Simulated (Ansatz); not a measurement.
A plane-wave DFT run in Ansatz 0.2.0 (scalar-relativistic PAW potentials unless the input names others): input and command.

```yaml
crystal:
  lattice:
    - [3.8409, 0.0, 0.0]
    - [0.0, 3.8409, 0.0]
    - [0.0, 0.0, 3.8409]
  atoms:
    - { symbol: Sr, position: [0.5, 0.5, 0.5] }
    - { symbol: V, position: [0.0, 0.0, 0.0], spin: 0.76 }
    - { symbol: O, position: [0.5, 0.0, 0.0] }
    - { symbol: O, position: [0.0, 0.5, 0.0] }
    - { symbol: O, position: [0.0, 0.0, 0.5] }
kpoints:
  mp_grid: { grid: [10, 10, 10] }
hamiltonian:
  xc: revpbe
scf:
  occupations: { method: cold, width: 0.05 }
  algorithm: density_mixing
output:
  forces: true
  eigenvalues: true
  stress: true
magnetization:
  spin_polarized: true
```

```bash
ansatz run input.yaml --threads 1 --pin off --max-ram 2560MiB --backend cpu --events-out ev --progress --plain --runs-dir out
```

Abridged log:
```
Basis set: ecut = 420 eV, 1141 PW (Γ), exchange–correlation on 54×54×54 points (8 copies of the dense FFT grid, shifted against one another)
Bands: 26, of which v1, the nominal top of the filled ones, is band 21 counted from 1 (20 counted from 0)
Symmetry: 48 space group operations
k-points: 56 of 1000
SCF iter   1: F=—  HF=-8177.567172 eV  |F-HF|=—  |Δ(HF+E_count)|=         —  Δρ=3.48e-2 (↑3.48e-2 ↓2.34e-2) dr2=1.66e0  dr2_m=9.65e-2  M=0.355 μB ∫|m|=0.383 μB  β_m=0.30  ethr=3.10e-3  ⟨swp⟩=7.2  Hψ=13975  notcnv=0
Mixer restart at iter 1: flushing history
spin=Collinear: Kerker preconditioning applied to the charge; magnetization (m = ρ↑ − ρ↓) channel mixes plain (no charge-response kernel on spin).
SCF iter   2: F=—  HF=-8176.921173 eV  |F-HF|=—  |Δ(HF+E_count)|=   6.46e-1  Δρ=2.27e-2 (↑2.27e-2 ↓1.86e-2) dr2=8.42e-1  dr2_m=3.83e-2  M=0.374 μB ∫|m|=0.403 μB  β_m=0.57  ethr=3.10e-3  ⟨swp⟩=2.0  Hψ=4256  notcnv=0  defer=121
SCF iter   3: F=—  HF=-8176.691982 eV  |F-HF|=—  |Δ(HF+E_count)|=   2.29e-1  Δρ=6.93e-3 (↑6.75e-3 ↓6.93e-3) dr2=1.19e-1  dr2_m=2.32e-4  M=0.412 μB ∫|m|=0.437 μB  β_m=0.78  ethr=2.05e-3  ⟨swp⟩=2.3  Hψ=5458  notcnv=0  defer=131
SCF iter   4: F=—  HF=-8176.744363 eV  |F-HF|=—  |Δ(HF+E_count)|=   5.24e-2  Δρ=2.53e-3 (↑2.53e-3 ↓2.52e-3) dr2=1.57e-2  dr2_m=4.04e-6  M=0.417 μB ∫|m|=0.440 μB  β_m=0.89  ethr=2.91e-4  ⟨swp⟩=2.2  Hψ=5288  notcnv=0  defer=131
SCF iter   5: F=—  HF=-8176.748553 eV  |F-HF|=—  |Δ(HF+E_count)|=   4.19e-3  Δρ=1.58e-3 (↑1.58e-3 ↓1.58e-3) dr2=4.35e-3  dr2_m=8.80e-7  M=0.418 μB ∫|m|=0.440 μB  β_m=0.86  ethr=3.83e-5  ⟨swp⟩=2.1  Hψ=5437  notcnv=0  defer=129
SCF iter   6: F=—  HF=-8176.749949 eV  |F-HF|=—  |Δ(HF+E_count)|=   1.40e-3  Δρ=5.34e-4 (↑5.34e-4 ↓4.98e-4) dr2=5.43e-4  dr2_m=5.28e-7  M=0.417 μB ∫|m|=0.440 μB  β_m=0.93  ethr=1.06e-5  ⟨swp⟩=2.0  Hψ=4580  notcnv=0  defer=127
SCF iter   7: F=—  HF=-8176.750229 eV  |F-HF|=—  |Δ(HF+E_count)|=   2.80e-4  Δρ=2.01e-4 (↑2.01e-4 ↓1.73e-4) dr2=7.83e-5  dr2_m=1.50e-7  M=0.417 μB ∫|m|=0.440 μB  β_m=0.97  ethr=1.32e-6  ⟨swp⟩=2.0  Hψ=5179  notcnv=0  defer=127
SCF iter   8: F=—  HF=-8176.748783 eV  |F-HF|=—  |Δ(HF+E_count)|=         —  Δρ=2.53e-4 (↑2.53e-4 ↓1.23e-4) dr2=2.38e-5  dr2_m=1.62e-5  M=0.422 μB ∫|m|=0.444 μB  β_m=0.97  ethr=1.91e-7  ⟨swp⟩=2.0  Hψ=5005  notcnv=0  defer=126
Mixer restart at iter 8: flushing history
iteration 8: the input's own smearing fills from here on; a Gaussian of 0.05 eV has filled iterations ahead of it
SCF iter   9: F=—  HF=-8176.748802 eV  |F-HF|=—  |Δ(HF+E_count)|=   1.92e-5  S|Δr|=    0.00e0  Δρ=2.57e-4 (↑1.05e-4 ↓2.57e-4) dr2=5.14e-5  dr2_m=7.45e-6  M=0.425 μB ∫|m|=0.447 μB  β_m=0.96  ethr=5.81e-8  ⟨swp⟩=2.0  Hψ=4898  notcnv=0  defer=126
SCF iter  10: F=—  HF=-8176.748807 eV  |F-HF|=—  |Δ(HF+E_count)|=   5.01e-6  S|Δr|=    0.00e0  Δρ=2.43e-4 (↑2.43e-4 ↓9.81e-5) dr2=5.14e-5  dr2_m=5.79e-6  M=0.427 μB ∫|m|=0.449 μB  β_m=0.34  ethr=5.81e-8  ⟨swp⟩=2.1  Hψ=5103  notcnv=0  defer=126
SCF iter  11: F=—  HF=-8176.748802 eV  |F-HF|=—  |Δ(HF+E_count)|=   4.87e-6  S|Δr|=    0.00e0  Δρ=7.64e-5 (↑7.64e-5 ↓6.80e-5) dr2=1.51e-7  dr2_m=2.69e-6  M=0.428 μB ∫|m|=0.451 μB  β_m=0.80  ethr=5.81e-8  ⟨swp⟩=2.5  Hψ=4698  notcnv=0  defer=126
SCF iter  12: F=—  HF=-8176.748805 eV  |F-HF|=—  |Δ(HF+E_count)|=   3.14e-6  S|Δr|=    0.00e0  Δρ=1.21e-5 (↑1.21e-5 ↓5.20e-6) dr2=1.30e-7  dr2_m=1.47e-8  M=0.431 μB ∫|m|=0.455 μB  β_m=0.90  ethr=2.44e-10  ⟨swp⟩=10.9  Hψ=14379  notcnv=0
SCF iter  13: F=—  HF=-8176.748805 eV  |F-HF|=—  |Δ(HF+E_count)|=   1.17e-7  S|Δr|=    0.00e0  Δρ=5.87e-6 (↑5.87e-6 ↓2.52e-6) dr2=2.46e-8  dr2_m=4.33e-9  M=0.431 μB ∫|m|=0.455 μB  β_m=0.95  ethr=2.44e-10  ⟨swp⟩=3.0  Hψ=10516  notcnv=0
SCF iter  14: F=-8176.748805 eV  HF=-8176.748805 eV  |F-HF|=3.78e-9  |Δ(HF+E_count)|=   2.15e-8  S|Δr|=    0.00e0  Δρ=1.73e-6 (↑1.32e-6 ↓1.73e-6) dr2=6.74e-9  dr2_m=9.46e-11  M=0.432 μB ∫|m|=0.455 μB  ethr=6.01e-11  ⟨swp⟩=3.6  Hψ=8213  notcnv=0
SCF 1 converged in 14 iterations: F = -8176.748805 eV  dr2 = 6.74e-9
this state was not tested for a lower state beside it, because cold or Methfessel-Paxton smearing, or corrected tetrahedra, fill the levels in a way that the test cannot read (fill_not_monotonic; see scf.lower_state_search)
SCF converged after 14 iterations
Magnetization: 0.4316 μB (20.7158 up, 20.2842 down)
Absolute magnetization: 0.4558 μB (∫|ρ↑−ρ↓|, with the PAW one-centre terms)
Spin contamination: 0.0029 ħ² per cell (⟨S²⟩ above its minimum at these occupations)
Per-site moments (μB) at R_I (Å): [(0.00070308, 1.12031965), (0.33065029, 0.792185625), (-0.00280802, 0.792185625), (-0.00280802, 0.792185625), (-0.00280802, 0.792185625)]
Free energy (F): -8176.748805 eV
Harris-Foulkes:  -8176.748805 eV  (|F-HF|=3.78e-9)
Internal energy: -8176.748299 eV  (E = F + TS)
E sigma→0 (E₀):  -8176.748637 eV
Entropy (-TS):   -0.000506 eV (-0.101 meV/atom)
Fermi energy:    12.724333 eV
--- Forces (eV/Å), atoms counted from 1 ---
  atom   1  Sr     0.00000000     0.00000000     0.00000000
  atom   2  V      0.00000000     0.00000000     0.00000000
  atom   3  O      0.00000000     0.00000000     0.00000000
  atom   4  O      0.00000000     0.00000000     0.00000000
  atom   5  O      0.00000000     0.00000000     0.00000000
--- Stress (GPa, compression-positive) ---
        6.305795       0.000000       0.000000
        0.000000       6.305795       0.000000
        0.000000       0.000000       6.305795
  P = ⅓ Tr σ = 6.3058 GPa (63.058 kbar)
```

Apart from outputs, empty bands and the relaxation, which only the reference makes, the input differs from a reference run on usual settings in scf.occupations.method: "gaussian" → "cold"; scf.occupations.width: 0.1 → 0.05; hamiltonian.xc: "r2scan" → "revpbe"; scf.algorithm: not typed → "density_mixing"; basis.ecutwfc: 500 → not typed. The reference, at the same geometry, ended its own course with pressure 0.01 GPa, largest force 0.000 eV/Å, no gap on the mesh. This run converged in 14 SCF iterations with a total energy on another zero, pressure 6.31 GPa, largest force 0.000 eV/Å, no gap on the mesh.

Moments start parallel, and another magnetic order may lie lower. No Hubbard U is used, which oxides and halides of open 3d shells often need for their gap.

Time: 27 s on 1 thread of Arm Neoverse N1 (shared host), peak memory 0.41 GiB.